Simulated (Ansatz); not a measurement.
## Hf: energy along a strain

Hf, Im-3m, a = 3.610 Å (as given, not relaxed at this level: -9.0 GPa). This isn't the element's structure at ambient conditions. Ansatz: PBEsol, PAW, 420 eV, Γ-centred 18×18×18 mesh on 1 atom, Gaussian smearing 0.15 eV; no spin polarisation. Cell vectors (Å): -1.805 1.805 1.805; 1.805 -1.805 1.805; 1.805 1.805 -1.805. The cell is strained by x per cent times the pattern (0 0 1 0 0 0) in the order xx yy zz yz xz xy (engineering shears), with fractional coordinates held. y is the free energy over the start, V0 = 23.523 Å³/atom. Points with a strain past 8.5 % were computed too (3) and aren't used here.

```
x (%) y (meV/atom)
-7.50             ?
-5.00        -57.09
-2.50        -30.84
 0.00          0.00
 2.50         35.00
 5.00         73.20
 7.50        113.92
```

Task: Fit y = c1 x + c2 x² + c3 x³ to the other rows, get the stiffness along the pattern, and predict the missing energy.

Result: Least squares on the rows shown. y = 13.228 x + 0.32244 x² − 0.0080975 x³. The clamped-ion stiffness p·C·p = 2 × 3.224 eV × 160.2 / 23.523 Å³ = 44 GPa, which is C33 in these axes (C11 of the cubic crystal) (second derivative at the start, which stands under stress). At x = -7.50 the fit asked for gives -77.66 meV/atom. The run gave -77.73 meV/atom, so the fit is 0.07 meV/atom too high, within twice the rms miss on the fitted rows (0.05 meV/atom).

Spin–orbit coupling is left out, which can shift energies with elements as heavy as these.